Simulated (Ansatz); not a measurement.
## IrOs: strain energy, fitted

IrOs, P-6m2, a = 2.735 Å, c = 4.356 Å. The structure is a Materials Project entry; whether it is the stable form wasn't checked. Ansatz: r2SCAN, PAW, 500 eV, Γ-centred 18×18×10 mesh on 2 atoms, Gaussian smearing 0.10 eV; no spin polarisation. Series: equal strain along all axes, cell held, atoms fixed by symmetry; x is the strain in per cent. y is the free energy over the unstrained cell, V0 = 14.105 Å³/atom.

| x (%) | y (meV/atom) |
| --- | --- |
| -3.0 | ? |
| -2.0 | 69.25 |
| -1.0 | 16.65 |
| 0.0 | 0.00 |
| 1.0 | 15.39 |
| 2.0 | 59.23 |
| 3.0 | 128.23 |

Question: Fit y = c2 x² + c3 x³ to the other rows, turn c2 into a modulus, and predict the missing energy.

Answer: Least squares on the rows shown. y = 16.076 x² − 0.61195 x³. In eV per unit strain² c2 is 160.8; the stiffness is B for this strain (E = 9/2 B V0 ε², shape held): 2 × 160.8 × 160.2 / (9 × 14.105) = 406 GPa. At x = -3.0 the fit asked for gives 161.21 meV/atom. The run gave 162.14 meV/atom, so the fit is 0.93 meV/atom too low, 0.57 % of the span of the series, against an rms of 0.10 meV/atom on the fitted rows. The row lies outside the fitted range. With a term in x⁴ added, a fit to the same known rows predicts 162.05 meV/atom, so most of the miss is curvature that the known rows already hold.

Spin–orbit coupling is left out, which can shift energies with elements as heavy as these.